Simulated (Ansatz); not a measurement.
Crystals of one structure type (zinc blende) and one family of elements, relaxed and computed with DFT-r²SCAN in the program Ansatz with PAW potentials.

```tsv
crystal	V (Å³/atom)	B₀ by P(V) fit (GPa)
ZnS	19.56	78.6
ZnSe	22.73	65.3
CdS	25.38	?
CdSe	28.84	51.5
CdTe	35.25	40.3
```

Q: Fit a straight line to ln B₀ against ln V and predict the withheld value.

A: Least squares on the 4 shown rows: ln B₀ = -1.12 × ln V + (7.691), with a scatter of 1 %. For CdS this gives 58.5. The run itself gave 60.5, outside the scatter: the line misses something about this case.

All cells were relaxed under the symmetry of their starts (and spin orders); stability against distortions was not tested throughout. Scalar-relativistic: spin–orbit coupling is off unless named, which matters more the heavier the elements.

Potentials: the later of the program's two PAW sets.
